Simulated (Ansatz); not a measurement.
Volume from PBEsol minus that from HSE06 (% of the latter), each on its own relaxed cell (Ansatz, a quantum-chemistry and plane-wave program, plane waves, PAW; no spin–orbit coupling, no Hubbard U), over 36 phases of the class «halides»: what sign and size do you expect?

Mean -4.4 %, median -4.5 %, mean absolute 4.4 %; eight in ten lie between -8.1 and -0.4 %, and 3 % are above zero.

Some cases that may be named, with their rank among the 36 from the lowest: Cs2AgBiBr6, Fm-3m (Bi on 4a, Ag on 4b, Cs on 8c, Br on 24e) -5.9 % (rank 11); CsPbBr3, cubic perovskite -5.1 % (rank 14); CsPbCl3, cubic perovskite -4.7 % (rank 18); NaF, rock salt -0.6 % (rank 32); NaMgF3, cubic perovskite 0.0 % (rank 35).

The phases are those computed here (of each formula those with measured values and the lowest at some level), not a balanced benchmark, and neither functional is the truth. Pairs that end in unlike spin orders or unlike minima (c/a over 6 % apart, 30 % for weakly bound crystals), magnets with 4f shells, solids of gases and phases set aside for tests are left out.

1 of the phases carry moments, in the orders computed and without U.

Not the usual ambient phase: CsPbBr3, cubic perovskite; CsPbCl3, cubic perovskite. Standing as an ambient phase not checked: NaMgF3, cubic perovskite. Unstable at this level: NaMgF3, cubic perovskite with PBEsol. All cells were relaxed under the symmetry of their starts (and spin orders); stability against distortions was not tested throughout. Named crystals with no word on spin ran without spin polarisation. Scalar-relativistic: spin–orbit coupling is off unless named, which matters more the heavier the elements.

Potentials: the later of the program's two PAW sets.

Ansatz is a plane-wave DFT program.
